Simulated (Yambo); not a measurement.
Excitons in BN

```
BN
1.0
    2.50536     0.00000     0.00000
   -1.25268     2.16970     0.00000
    0.00000     0.00000     6.61027
B N
2 2
Direct
  0.33333   0.66667   0.25000
  0.66667   0.33333   0.75000
  0.33333   0.66667   0.75000
  0.66667   0.33333   0.25000
```

Cell and atoms were relaxed with PBE+D3(BJ) from Materials Project entry mp-984, within its symmetry.

BSE in Yambo on norm-conserving PBE (Quantum ESPRESSO, 84 Ry, without SOC) bands: 12×12×4 mesh, 5 valence and 2 conduction bands, static screening with 23 bands and a 4 Ry block, scissor 1.51 eV, Tamm-Dancoff; field along x.

| state | energy (eV) | states within 2 meV | relative strength | class | main transitions |
|---|---|---|---|---|---|
| 1 | 5.28 | 2 | < 0.01 | dark | VB → CB (63 %) |
| 2 | 5.33 | 2 | 1.00 | strong | several band pairs |
| 3 | 5.64 | 1 | < 0.01 | dark | VB → CB (94 %) |
| 4 | 5.70 | 1 | < 0.01 | dark | VB → CB (94 %) |
| 5 | 5.72 | 2 | < 0.01 | dark | VB → CB (78 %) |
| 6 | 5.76 | 1 | < 0.01 | dark | several band pairs |
| 7 | 5.77 | 1 | < 0.01 | dark | several band pairs |
| 8 | 5.79 | 2 | < 0.01 | dark | several band pairs |
| 9 | 5.79 | 2 | 0.04 | strong | VB → CB (90 %) |
| 10 | 5.83 | 1 | < 0.01 | dark | VB → CB (92 %) |

These are vertical excitations (zero momentum); the indirect quasiparticle gap, about 5.62 eV, is smaller than the direct one (6.18 eV on the GW mesh). The direct quasiparticle gap on this mesh is 6.18 eV; counted from there, state 1 is bound by 0.90 eV. Convergence with the mesh was not shown.

Spin singlets only. Strengths are relative to the strongest of the lowest states of this run; strong means a line over 3 % of the spectrum's maximum, dark under 0.03 %. Absolute energies carry the error of the G0W0 scissor, whose convergence isn't established; the long-wavelength screening was taken along (1,1,1) although the crystal is anisotropic.
